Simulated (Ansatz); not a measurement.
Input file of a DFT run on Rb with Ansatz:

```yaml
crystal:
  lattice:
    - [-2.7929549064, 2.7929549064, 2.7929549064]
    - [2.7929549064, -2.7929549064, 2.7929549064]
    - [2.7929549064, 2.7929549064, -2.7929549064]
  atoms:
    - { symbol: Rb, position: [0.0, 0.0, 0.0] }
basis:
  ecutwfc: 420
  ecutrho_ratio: 4
kpoints:
  mp_grid: { grid: [10, 10, 10] }
hamiltonian:
  xc: lda
scf:
  occupations: { method: gaussian, width: 0.05 }
output:
  forces: true
  stress: true
  eigenvalues: true
```

Q: What will the run give?

A: Pressure -0.3 GPa, gap on the mesh zero (metallic) (LDA, scalar-relativistic).

The output:

```
Pseudopotentials: kind: paw
Pseudopotential: Rb, paw, valence charge 9, recommended cutoff 420 eV (normal), Rb.paw.azcp
Crystal: 1 atoms, lattice volume = 87.147 Å³
Basis set: ecut = 420 eV, 1721 PW (Γ)
Bands: 9, of which v1, the nominal top of the filled ones, is band 5 counted from 1 (4 counted from 0)
Symmetry: 48 space group operations
Space group: Im-3m (ITA 229), of the structure as read, at distance tolerance 4.4e-5 Å
k-points: 47 of 1000
Initial density: superposition of atomic densities (neutral atoms: chi_scale 0, normalization atom), corrected by the library's trained network
Initial wavefunctions: pseudopotential atomic-orbital guess
Functional: x = slater, c = lda
```

```
SCF iter   1: F=—  HF=-3170.742072 eV  |F-HF|=—  |Δ(HF+E_count)|=         —  Δρ=2.67e-3  dr2=2.48e-3  ethr=1.77e-3  ⟨swp⟩=7.0  Hψ=3547  notcnv=0
SCF iter   2: F=—  HF=-3170.742083 eV  |F-HF|=—  |Δ(HF+E_count)|=   1.09e-5  Δρ=1.40e-3  dr2=7.21e-4  ethr=2.75e-5  ⟨swp⟩=2.0  Hψ=914  notcnv=0
SCF iter   3: F=—  HF=-3170.742118 eV  |F-HF|=—  |Δ(HF+E_count)|=   3.44e-5  Δρ=1.61e-4  dr2=3.02e-5  ethr=8.01e-6  ⟨swp⟩=2.3  Hψ=626  notcnv=0
SCF iter   4: F=—  HF=-3170.742140 eV  |F-HF|=—  |Δ(HF+E_count)|=   2.17e-5  Δρ=1.00e-4  dr2=7.92e-6  ethr=3.35e-7  ⟨swp⟩=2.0  Hψ=615  notcnv=0
SCF iter   5: F=—  HF=-3170.742140 eV  |F-HF|=—  |Δ(HF+E_count)|=   5.80e-7  Δρ=3.37e-5  dr2=1.58e-6  ethr=8.80e-8  ⟨swp⟩=2.0  Hψ=604  notcnv=0
SCF iter   6: F=-3170.742140 eV  HF=-3170.742140 eV  |F-HF|=4.03e-8  |Δ(HF+E_count)|=   5.51e-8  Δρ=5.84e-6  dr2=7.44e-8  ethr=1.11e-9  ⟨swp⟩=5.6  Hψ=2508  notcnv=0
```

```
SCF 1 converged in 6 iterations: F = -3170.742140 eV  dr2 = 7.44e-8
SCF converged after 6 iterations
Free energy (F): -3170.742140 eV
E sigma→0 (E₀):  -3170.741101 eV
Entropy (-TS):   -0.002077 eV (-2.077 meV/atom)
Fermi energy:    1.909188 eV
--- Forces (eV/Å), atoms counted from 1 ---
  atom   1  Rb     0.00000000     0.00000000     0.00000000
--- Stress (GPa, compression-positive) ---
       -0.324014       0.000000       0.000000
        0.000000      -0.324014       0.000000
        0.000000       0.000000      -0.324014
  P = ⅓ Tr σ = -0.3240 GPa (-3.240 kbar)
```

It took roughly 1.7 core-seconds on a shared host.
